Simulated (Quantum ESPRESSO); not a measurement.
Sc4Al2RuTi, finding a planted mistake in a log

A calculation, not a measurement. The program is pw.x of Quantum ESPRESSO 7.5 (plane-wave density functional theory). The cell is made up: eight metal atoms on a hexagonal close-packed lattice, with elements, volume, strain and displacements drawn at random and not relaxed, so it may be unstable or far from any real phase. PseudoDojo standard norm-conserving files set the functional (PBE unless stated); there is no spin polarisation or spin-orbit coupling, the Fermi-Dirac width of 0.25 eV means electrons at about 2900 K, and the masses in the input are unused placeholders. A spin test at this wide smearing found no moment, but such smearing suppresses magnetism that the real alloy may have.

Intended input:

```
&control calculation='scf', pseudo_dir='./dojo.nc.sr.pbe.v0_5.standard.upf', outdir='./o', disk_io='minimal', tprnfor=.true., tstress=.true. /
&system ibrav=0, nat=8, ntyp=4, nbnd=55, ecutwfc=84.00895049, nosym=.true., tot_charge=0,
 occupations='smearing', smearing='fd', degauss=0.0183746611
/
&electrons conv_thr=1.470e-08, electron_maxstep=70, mixing_beta=0.5 /
ATOMIC_SPECIES
Al 1.0 Al.upf
Ru 1.0 Ru.upf
Sc 1.0 Sc.upf
Ti 1.0 Ti.upf
CELL_PARAMETERS angstrom
3.0303 -0.0143 0.0547
1.4356 -2.519 -4.9999
1.3862 7.6877 -5.082
ATOMIC_POSITIONS angstrom
Sc -0.0335 -0.0296 0.0373
Sc 1.4047 2.7256 -5.0321
Al 1.4263 -0.8049 -2.48
Ru 2.8346 1.6713 -7.4841
Sc 3.0005 5.1058 -5.0685
Sc 3.05 -0.0673 -4.9736
Ti 2.9712 1.608 -2.3715
Al 4.3943 4.3124 -7.5996
K_POINTS automatic
8 4 3 1 1 1
```

The log is shortened where brackets say so; the opening notice, blank lines, dates and the lines on written files are dropped, and the path of the files is cut. It prints rydbergs, bohrs and kilobars, and counts compression as positive stress. Its total energy is the free energy E - TS of the whole cell.

Log of the intended run:

```
     Program PWSCF v.7.5
     Parallel version (MPI & OpenMP), running on       4 processor cores
     Number of MPI processes:                 4
     Threads/MPI process:                     1
     [start-up lines left out]
     bravais-lattice index     =            0
     lattice parameter (alat)  =       5.7274  a.u.
     unit-cell volume          =    1053.1444 (a.u.)^3
     number of atoms/cell      =            8
     number of atomic types    =            4
     number of electrons       =        78.00
     number of Kohn-Sham states=           55
     kinetic-energy cutoff     =      84.0090  Ry
     charge density cutoff     =     336.0358  Ry
     scf convergence threshold =      1.5E-08
     mixing beta               =       0.5000
     number of iterations used =            8  plain     mixing
     Exchange-correlation= PBE
                           (   1   4   3   4   0   0   0)
     [axes and pseudopotential details left out]
   Cartesian axes
     site n.     atom                  positions (alat units)
         1        Sc     tau(   1) = (  -0.0110531  -0.0097663   0.0123069  )
         2        Sc     tau(   2) = (   0.4634708   0.8992924  -1.6603057  )
         3        Al     tau(   3) = (   0.4705976  -0.2655710  -0.8182584  )
         4        Ru     tau(   4) = (   0.9352562   0.5514336  -2.4693257  )
         5        Sc     tau(   5) = (   0.9899937   1.6846225  -1.6723156  )
         6        Sc     tau(   6) = (   1.0063259  -0.0222052  -1.6410040  )
         7        Ti     tau(   7) = (   0.9803264   0.5305482  -0.7824596  )
         8        Al     tau(   8) = (   1.4498681   1.4228458  -2.5074341  )
     number of k points=    48  Fermi-Dirac smearing, width (Ry)=  0.0184
                       cart. coord. in units 2pi/alat
        k(    1) = (   0.0637165   0.0121694  -0.0636086), wk =   0.0416667
        k(    2) = (   0.0610068  -0.1850141   0.0349564), wk =   0.0416667
     [further k points left out]
     Dense  grid:   109587 G-vectors     FFT dimensions: (  36,  64, 108)
     Estimated max dynamical RAM per process >     304.71 MB
     Estimated total dynamical RAM >       1.11 GB
     Initial potential from superposition of free atoms
     starting charge      77.9822, renormalised to      78.0000
     Starting wfcs are   68 randomized atomic wfcs
     total cpu time spent up to now is        4.1 secs
     per-process dynamical memory:   240.6 Mb
     Self-consistent Calculation
     iteration #  1     ecut=    84.01 Ry     beta= 0.50
     Davidson diagonalization with overlap
     ethr =  1.00E-02,  avg # of iterations =  2.3
     total cpu time spent up to now is       11.1 secs
     total energy              =    -714.80923841 Ry
     estimated scf accuracy    <       3.79223022 Ry
     iteration #  2     ecut=    84.01 Ry     beta= 0.50
     Davidson diagonalization with overlap
     ethr =  4.86E-03,  avg # of iterations =  5.7
     total cpu time spent up to now is       20.5 secs
     total energy              =    -714.13031382 Ry
     estimated scf accuracy    <      64.21667871 Ry
     [iterations 3 to 20 left out]
     iteration # 21     ecut=    84.01 Ry     beta= 0.50
     Davidson diagonalization with overlap
     ethr =  8.98E-11,  avg # of iterations =  5.4
     total cpu time spent up to now is      159.9 secs
     total energy              =    -717.36990654 Ry
     estimated scf accuracy    <       0.00000010 Ry
     iteration # 22     ecut=    84.01 Ry     beta= 0.50
     Davidson diagonalization with overlap
     ethr =  8.98E-11,  avg # of iterations =  2.0
     total cpu time spent up to now is      166.1 secs
     End of self-consistent calculation
     [lines on levels left out]
!    total energy              =    -717.36990653 Ry
     estimated scf accuracy    <       0.00000001 Ry
     smearing contrib. (-TS)   =      -0.14688130 Ry
     internal energy E=F+TS    =    -717.22302523 Ry
     The total energy is F=E-TS. E is the sum of the following terms:
     one-electron contribution =    -355.25889232 Ry
     hartree contribution      =     200.73234011 Ry
     xc contribution           =    -120.79375501 Ry
     ewald contribution        =    -441.90271801 Ry
     convergence has been achieved in  22 iterations
     Forces acting on atoms (cartesian axes, Ry/au):
     atom    1 type  3   force =     0.01290456   -0.01674306   -0.01181370
     atom    2 type  3   force =     0.00778294   -0.04480192   -0.00507095
     atom    3 type  1   force =     0.00492176   -0.01010658    0.00338961
     atom    4 type  2   force =    -0.00182404   -0.01423156   -0.00465713
     atom    5 type  3   force =    -0.01257126    0.00821076    0.01858685
     atom    6 type  3   force =    -0.01418220    0.04492952    0.00474620
     atom    7 type  4   force =     0.00511384    0.05479234   -0.02164948
     atom    8 type  1   force =    -0.00214559   -0.02204951    0.01646860
     Total force =     0.100586     Total SCF correction =     0.000505
     Computing stress (Cartesian axis) and pressure
          total   stress  (Ry/bohr**3)                   (kbar)     P=       -4.82
   0.00015834  -0.00005094  -0.00008375           23.29       -7.49      -12.32
  -0.00005094   0.00020149   0.00001735           -7.49       29.64        2.55
  -0.00008375   0.00001735  -0.00045808          -12.32        2.55      -67.39
     init_run     :      3.83s CPU      3.95s WALL (       1 calls)
     electrons    :    161.74s CPU    162.00s WALL (       1 calls)
     forces       :      1.06s CPU      1.07s WALL (       1 calls)
     stress       :      3.49s CPU      3.49s WALL (       1 calls)
     [timing details left out]
     PWSCF        :   2m50.24s CPU   2m50.67s WALL
     JOB DONE.
```

A second run was made from an input with one planted mistake. Its log:

```
     Program PWSCF v.7.5
     Parallel version (MPI & OpenMP), running on       4 processor cores
     Number of MPI processes:                 4
     Threads/MPI process:                     1
     [start-up lines left out]
     bravais-lattice index     =            0
     lattice parameter (alat)  =       5.7274  a.u.
     unit-cell volume          =    1053.1444 (a.u.)^3
     number of atoms/cell      =            8
     number of atomic types    =            4
     number of electrons       =        78.00
     number of Kohn-Sham states=           55
     kinetic-energy cutoff     =      84.0090  Ry
     charge density cutoff     =     336.0358  Ry
     scf convergence threshold =      1.5E-08
     mixing beta               =       0.5000
     number of iterations used =            8  plain     mixing
     Exchange-correlation= PBE
                           (   1   4   3   4   0   0   0)
     [axes and pseudopotential details left out]
   Cartesian axes
     site n.     atom                  positions (alat units)
         1        Sc     tau(   1) = (  -0.0110531  -0.0097663   0.0123069  )
         2        Sc     tau(   2) = (   0.4634708   0.8992924  -1.6603057  )
         3        Al     tau(   3) = (   0.4705976  -0.2655710  -0.8182584  )
         4        Ru     tau(   4) = (   0.9352562   0.5514336  -2.4693257  )
         5        Ti     tau(   5) = (   0.9899937   1.6846225  -1.6723156  )
         6        Sc     tau(   6) = (   1.0063259  -0.0222052  -1.6410040  )
         7        Sc     tau(   7) = (   0.9803264   0.5305482  -0.7824596  )
         8        Al     tau(   8) = (   1.4498681   1.4228458  -2.5074341  )
     number of k points=    48  Fermi-Dirac smearing, width (Ry)=  0.0184
                       cart. coord. in units 2pi/alat
        k(    1) = (   0.0637165   0.0121694  -0.0636086), wk =   0.0416667
        k(    2) = (   0.0610068  -0.1850141   0.0349564), wk =   0.0416667
     [further k points left out]
     Dense  grid:   109587 G-vectors     FFT dimensions: (  36,  64, 108)
     Estimated max dynamical RAM per process >     304.71 MB
     Estimated total dynamical RAM >       1.11 GB
     Initial potential from superposition of free atoms
     starting charge      77.9822, renormalised to      78.0000
     Starting wfcs are   68 randomized atomic wfcs
     total cpu time spent up to now is        4.0 secs
     per-process dynamical memory:   240.7 Mb
     Self-consistent Calculation
     iteration #  1     ecut=    84.01 Ry     beta= 0.50
     Davidson diagonalization with overlap
     ethr =  1.00E-02,  avg # of iterations =  2.2
     total cpu time spent up to now is       11.1 secs
     total energy              =    -714.73043022 Ry
     estimated scf accuracy    <       3.90751517 Ry
     iteration #  2     ecut=    84.01 Ry     beta= 0.50
     Davidson diagonalization with overlap
     ethr =  5.01E-03,  avg # of iterations =  5.9
     total cpu time spent up to now is       20.5 secs
     total energy              =    -714.25957006 Ry
     estimated scf accuracy    <      64.55061960 Ry
     [iterations 3 to 19 left out]
     iteration # 20     ecut=    84.01 Ry     beta= 0.50
     Davidson diagonalization with overlap
     ethr =  4.43E-11,  avg # of iterations =  6.2
     total cpu time spent up to now is      150.5 secs
     total energy              =    -717.37336842 Ry
     estimated scf accuracy    <       0.00000004 Ry
     iteration # 21     ecut=    84.01 Ry     beta= 0.50
     Davidson diagonalization with overlap
     ethr =  4.43E-11,  avg # of iterations =  1.9
     total cpu time spent up to now is      156.4 secs
     End of self-consistent calculation
     [lines on levels left out]
!    total energy              =    -717.37336842 Ry
     estimated scf accuracy    <          2.2E-09 Ry
     smearing contrib. (-TS)   =      -0.14297693 Ry
     internal energy E=F+TS    =    -717.23039149 Ry
     The total energy is F=E-TS. E is the sum of the following terms:
     one-electron contribution =    -351.06325104 Ry
     hartree contribution      =     198.66319178 Ry
     xc contribution           =    -120.79690839 Ry
     ewald contribution        =    -444.03342384 Ry
     convergence has been achieved in  21 iterations
     Forces acting on atoms (cartesian axes, Ry/au):
     atom    1 type  3   force =     0.01159439   -0.05045887   -0.00452016
     atom    2 type  3   force =     0.00903815   -0.01001737   -0.01799216
     atom    3 type  1   force =     0.00662548   -0.04057068    0.01007555
     atom    4 type  2   force =    -0.00048440    0.00223777   -0.01129226
     atom    5 type  4   force =    -0.01168777    0.00816264    0.01294912
     atom    6 type  3   force =    -0.01525479    0.05045183    0.01625356
     atom    7 type  3   force =     0.00443859    0.06238976   -0.02981974
     atom    8 type  1   force =    -0.00426965   -0.02219508    0.02434609
     Total force =     0.120204     Total SCF correction =     0.000136
     Computing stress (Cartesian axis) and pressure
          total   stress  (Ry/bohr**3)                   (kbar)     P=       -3.31
   0.00012948  -0.00004048  -0.00008759           19.05       -5.96      -12.89
  -0.00004048   0.00017664   0.00000790           -5.96       25.98        1.16
  -0.00008759   0.00000790  -0.00037359          -12.89        1.16      -54.96
     init_run     :      3.85s CPU      3.97s WALL (       1 calls)
     electrons    :    152.12s CPU    152.39s WALL (       1 calls)
     forces       :      1.03s CPU      1.04s WALL (       1 calls)
     stress       :      3.41s CPU      3.41s WALL (       1 calls)
     [timing details left out]
     PWSCF        :   2m40.48s CPU   2m40.91s WALL
     JOB DONE.
```

Question: the log repeats what the program read. Compare it with the intended run: what was wrong in the second input?

Answer: two atoms have their elements exchanged. The input lines that differ:

```
- Sc 3.0005 5.1058 -5.0685
+ Ti 3.0005 5.1058 -5.0685
- Ti 2.9712 1.608 -2.3715
+ Sc 2.9712 1.608 -2.3715
```

|  | intended run | run with the mistake |
| --- | --- | --- |
| free energy (eV) | -9760.315 | -9760.362 |
| entropy term -TS, part of it (eV) | -1.998 | -1.945 |
| pressure (GPa) | -0.48 | -0.33 |
| size of the largest force component (eV/Å) | 1.409 | 1.604 |
| largest change of a force component (eV/Å) |  | 0.894 |
| iterations | 22 | 21 |

For scale, a rerun of the intended cell at a higher cutoff and on a denser mesh moved values by no more than 0.008 eV in energy, 0.05 GPa in stress and 0.018 eV/Å in force, and a second program with other atomic files agreed on that cell to 2 % rms in force and 0.5 GPa in pressure.